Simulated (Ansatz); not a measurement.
Consider the following.

ZnO:
```xyz
4
Lattice="3.2349 0.0000 0.0000 -1.6175 2.8015 0.0000 0.0000 0.0000 5.2122" Properties=species:S:1:pos:R:3 pbc="T T T"
Zn     1.6175     0.9338     2.6083
Zn     0.0000     1.8677     0.0022
O      1.6175     0.9338     4.5861
O      0.0000     1.8677     1.9801
```

This is the r²SCAN-relaxed structure.

Question: All from plane-wave PAW r²SCAN (Ansatz code), unless another level is named. Estimate the formation energy from the elements (no fitted shifts).

Answer: -1.61 eV/atom.

Question: What about the band gap?

Answer: 1.23 eV (direct).

Question: Predict the valence-band maximum.

Answer: at Γ.

Space group P6_3mc (wurtzite). The r²SCAN relaxation kept the symmetry of its start. The references are the lowest solids computed at this level, not always the standard phases (solids in place of the gases).

Potentials: the earlier of the program's two PAW sets.
